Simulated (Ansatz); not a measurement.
Consider the following.

LuBi:
```
LuBi
1.0
    0.00000     3.06664     3.06664
    3.06664     0.00000     3.06664
    3.06664     3.06664     0.00000
Lu Bi
1 1
Direct
  0.50000   0.50000   0.50000
  0.00000   0.00000   0.00000
```

This is the PBEsol-relaxed structure.

Q: All from plane-wave PAW PBEsol (Ansatz code), unless another level is named. Give the formation energy from the elements (no fitted shifts).

A: -758 meV/atom.

Q: Predict the density of states at the Fermi level.

A: 0.15 states/eV per atom (mean over ±0.08 eV).

Q: Predict the gap with spin–orbit coupling.

A: none (metallic).

Space group Fm-3m (rock salt). The workflow started from a Materials Project entry (that database holds measured and hypothetical structures alike); the Crystallography Open Database copy checked does not list it. With Lu and Bi taken as one species the cell has the higher symmetry Pm-3m, so it may be an ordered model of a mixed-site phase. Whether it is the stable phase at ambient conditions was not checked. The PBEsol relaxation kept the symmetry of its start; of distortions, only those at the zone centre were tested. The references are the lowest solids computed at this level, not always the standard phases. Scalar-relativistic: spin–orbit coupling is off unless named, which matters more the heavier the elements.

Potentials: the later of the program's two PAW sets.
